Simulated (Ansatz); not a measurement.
This cell of HfO2 (fluorite) is off equilibrium:

```xyz
3
Lattice="0.0000 2.5294 2.5294 2.5294 0.0000 2.5294 2.5294 2.5294 0.0000" Properties=species:S:1:pos:R:3 pbc="T T T"
Hf     0.0000     0.0000    -0.0502
O      1.2647     1.2647     1.5447
O      3.7942     3.7942     4.0742
```

All values below come from r2SCAN (plane waves to 500 eV, PAW, scalar-relativistic; Ansatz, a first-principles code). k mesh 11×11×11 (Γ-centred), Fermi-Dirac smearing 0.05 eV. Stress and pressure are positive under compression. HfO2 is run without spin polarisation. HfO2 was relaxed with its symmetry unable to fall. Spin-orbit coupling is left out, though Hf is heavy. The PAW data are Ansatz's earlier set. This is a high-temperature form of HfO2.

**Question.** Predict the force on every atom, in eV/Å.

**Answer.** 
```tsv
atom	Fx	Fy	Fz
Hf1	0.000	0.000	2.992
O2	0.000	0.000	-1.496
O3	0.000	0.000	-1.496
```

**Question.** Give the stress tensor in GPa and the pressure.

**Answer.** 
```
   13.1      0.0      0.0
    0.0     13.1      0.0
    0.0      0.0     10.6
```
The pressure, a third of the trace, is 12.3 GPa.

(A displaced cell: forces are minus the slopes of the energy, force constants its curvatures, and phonons follow from these.)
